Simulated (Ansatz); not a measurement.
TiBiO₃:
Space group P4mm (No. 99); a = b = 3.941 Å, c = 4.035 Å, α = β = γ = 90.00°

| atom | site | symmetry | x | y | z |
|---|---|---|---|---|---|
| Ti | 1b | 4mm | 0.5000 | 0.5000 | 0.4551 |
| Bi | 1a | 4mm | 0.0000 | 0.0000 | 0.0202 |
| O | 1b | 4mm | 0.5000 | 0.5000 | 0.9028 |
| O | 2c | 2mm. | 0.0000 | 0.5000 | 0.3639 |
The run is spin-polarised, in the one order tried: ferromagnetic.

Relaxed at zero pressure with DFT-PBEsol in the program Ansatz with PAW potentials.

The volume is lowered by 6 % and shape and atoms relax at that volume. What pressure results, and how do the axes share the change?

6.7 GPa; a -1.2 %, b -1.2 %, c -3.7 %; the energy rises by 16 meV/atom.

Give the new structure.


Space group P4mm (No. 99); a = 3.893 Å, b = 3.893 Å, c = 3.887 Å, α = 90.00°, β = 90.00°, γ = 90.00°

```
atom  site  symmetry       x       y       z
----  ----  --------  ------  ------  ------
Ti      1b       4mm  0.5000  0.5000  0.4296
Bi      1a       4mm  0.0000  0.0000  0.9783
O       1b       4mm  0.5000  0.5000  0.9148
O       2c      2mm.  0.0000  0.5000  0.3916
```

The phase is kept; no other phase was compared at this pressure.

The start of the workflow was typed in or built on a structure type; neither database checked (COD, Materials Project) lists it. Whether it is the stable phase at ambient conditions was not checked. The cell was relaxed with PBEsol under the symmetry of its start; its stability against distortions is not shown here. Spin order of the final state: ferromagnetic, the only order run, not a proven ground state. The cell computed holds one magnetic atom, so no antiferromagnetic order was within reach. No Hubbard U is applied. Scalar-relativistic: spin–orbit coupling is off unless named, which matters more the heavier the elements.

Potentials: the earlier of the program's two PAW sets. The files were generated under PBE; for other functionals the program regenerates the frozen cores, and for LDA and PBEsol the local potential too.
